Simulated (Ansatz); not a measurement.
TiPt:
```
TiPt
1.0
    3.14100     0.00000     0.00000
    0.00000     3.14100     0.00000
    0.00000     0.00000     3.14100
Pt Ti
1 1
Direct
  0.00000   0.00000   0.00000
  0.50000   0.50000   0.50000
```

Relaxed with PBEsol. Special points in fractions of this cell's reciprocal vectors: Γ (0.000, 0.000, 0.000); X (0.000, 0.500, 0.000); M (0.500, 0.500, 0.000); R (0.500, 0.500, 0.500).

List the band energies nearest the Fermi level at these points for plane-wave PAW PBEsol with spin–orbit coupling (Ansatz code).

In eV from the Fermi level; about four levels below and three above (degenerate sets whole), none deeper than 8.9 eV; points with the same levels are listed once.

```tsv
k	below	above
Γ	-3.33 -3.33 -3.33 -3.33 -2.63 -2.63	0.70 0.70 0.70 0.70
X	-1.12 -1.12 -0.58 -0.58	0.08 0.08 0.24 0.24
M	-0.84 -0.84 -0.48 -0.48	0.37 0.37 1.14 1.14
R	-1.37 -1.37 -1.37 -1.37	2.36 2.36 2.36 2.36
```

Space group Pm-3m (CsCl type). The workflow started from an entry of the Crystallography Open Database (COD). Whether it is the stable phase at ambient conditions was not checked. The PBEsol relaxation kept the symmetry of its start. At this level the phase is mechanically unstable. The run is not spin-polarised.

Potentials: the later of the program's two PAW sets.
